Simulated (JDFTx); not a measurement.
Part of a log of a modified build of JDFTx for germanium monotelluride, GeTe (SMILES [Ge]=[Te]), charge 0, multiplicity 1 (PBE, GBRV ultrasoft potentials, plane waves to 20/100 Ha):

```
unit cell volume = 4053.22
Chosen fftbox size, S = [  90  70  70  ]
unit cell volume = 4053.22
Chosen fftbox size, S = [  80  60  60  ]
  'Ge' pseudopotential, 'SLA  PW   PBX  PBC' functional
  14 valence electrons, 3 orbitals, 6 projectors, 873 radial grid points, with lMax = 2
  'Te' pseudopotential, 'SLA  PW   PBE  PBE' functional
  6 valence electrons, 2 orbitals, 5 projectors, 891 radial grid points, with lMax = 2
Initialized 2 species with 2 total atoms.
Folded 1 k-points by 1x1x1 to 1 k-points.
nElectrons:  20.000000   nBands: 10   nStates: 1
average nbasis = 17215.000 , ideal nbasis = 17315.658
Correction to mu due to finite nuclear width = -0.00489587
   Cavity determined by nc: 0.000263 and sigma: 0.6
   Effective cavity tension: -1.08e-05 Eh/bohr^2 to account for cavitation and dispersion.
[...]
	Linear fluid (dielectric constant: 4.34) occupying 0.749541 of unit cell:	Completed after 7 iterations
[... later lines of the fluid solver are left out ...]
ElecMinimize: Iter:   0  Etot: -102.611285386061354  |grad|_K:  2.081e-05  alpha:  1.000e+00
ElecMinimize: Iter:   1  Etot: -102.611429493527098  |grad|_K:  1.254e-05  alpha:  1.930e+00  linmin: -3.732e-03
[... lines cut ...]
ElecMinimize: Iter:   6  Etot: -102.611484896267683  |grad|_K:  7.382e-07  alpha:  1.281e+00  linmin:  1.270e-04
ElecMinimize: Iter:   7  Etot: -102.611485007056174  |grad|_K:  4.331e-07  alpha:  1.181e+00  linmin:  1.790e-04
ElecMinimize: Iter:   8  Etot: -102.611485045228179  |grad|_K:  2.288e-07  alpha:  1.183e+00  linmin:  3.114e-05
ElecMinimize: Iter:   9  Etot: -102.611485056453844  |grad|_K:  1.299e-07  alpha:  1.246e+00  linmin: -3.270e-03
ElecMinimize: Converged (|Delta Etot|<1.000000e-07 for 2 iters).

# Energy components:
   A_diel =       -0.0068276138439679
   Eewald =      -15.5947267607446811
       EH =       75.7921629272038615
     Eloc =     -165.5956114355564921
      Enl =       11.6458995197973891
      Exc =      -36.2280157050049709
 Exc_core =       17.4144985339144505
       KE =        9.9611354777805499
-------------------------------------
     Etot =     -102.6114850564538443
```

### Question
Which solvation model was used?
A. soft-sphere model
B. linear PCM (GLSSA13)
C. nonlinear PCM (GLSSA13)
D. SCCS (anion parameters)

### Answer
B, linear PCM (GLSSA13). The liquid was diethyl ether (dielectric constant 4.3), no salt.
